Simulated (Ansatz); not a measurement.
# Computed frozen-phonon scan: TiB2 (AlB2 type, space group P6/mmm)

TiB$_{2}$ (AlB2 type, space group P6/mmm)

```
TiB2
1.0
    6.04976     0.00000     0.00000
   -1.51244     2.61962     0.00000
    3.02488     0.00000     3.22383
Ti B
2 4
Direct
  0.00000   0.00000   0.00000
  0.50000   0.00000   0.00000
  0.91667   0.66667   0.50000
  0.41667   0.66667   0.50000
  0.08333   0.33333   0.50000
  0.58333   0.33333   0.50000
```

The atoms are displaced by Q × the pattern below (from a DFPT mode at L = (0.5, 0.0, 0.5), largest move 1; Q in Å), at fixed cell. (q is in reciprocal vectors of the primitive cell; the cell shown is doubled to hold the pattern.)

```
atom      x      y       z
----  -----  -----  ------
B3    0.000  0.000  -1.000
B4    0.000  0.000   1.000
B5    0.000  0.000   1.000
B6    0.000  0.000  -1.000
```

Atoms not listed stay in place.

Computed with r2SCAN (plane waves to 500 eV, PAW, scalar-relativistic; Ansatz, an electronic-structure program). k mesh 18×18×18 (Γ-centred), Fermi-Dirac smearing 0.05 eV. The energy includes the smearing's −TS. Stress and pressure are positive under compression. With partly filled bands, energies and forces of such displacements shift with the k mesh and the smearing. The PAW data are Ansatz's earlier set. TiB2 is run without spin polarisation. TiB2 was relaxed with its symmetry unable to fall. ΔE is measured from the undisplaced structure.

```
Q (Å)   ΔE (eV/cell)  −dE/dQ from forces (eV/Å)  P (GPa)
------  ------------  -------------------------  -------
-0.180         0.957                     10.734      3.2
-0.150         0.663                      8.899      2.2
-0.120         0.423                      7.087      1.4
-0.090         0.238                      5.294      0.8
-0.060         0.105                      3.518      0.3
-0.030         0.026                      1.756      0.1
0.000          0.000                      0.000      0.0
0.030          0.026                     -1.756      0.1
0.060          0.105                     -3.518      0.3
0.090          0.238                     -5.294      0.8
0.120          0.423                     -7.087      1.4
0.150          0.663                     -8.899      2.2
0.180          0.957                    -10.734      3.2
```

Derived quantities:

The energy at Q = 0.180 Å comes out as 957 meV/cell. Space group of the distorted cell: Immm (No. 71), lowered from P6/mmm. Symmetry of the curve: even: the same for both signs. Shape of the curve: a single well with its minimum at or next to zero displacement. Harmonic wavenumber from the curvature (finite differences): 606 cm⁻¹. Wavenumber by perturbation theory (DFPT, on another k mesh): 607 cm⁻¹.

(For displaced atoms, the force is minus the slope of the energy, and its curvature is a force constant, which sets phonon frequencies.)
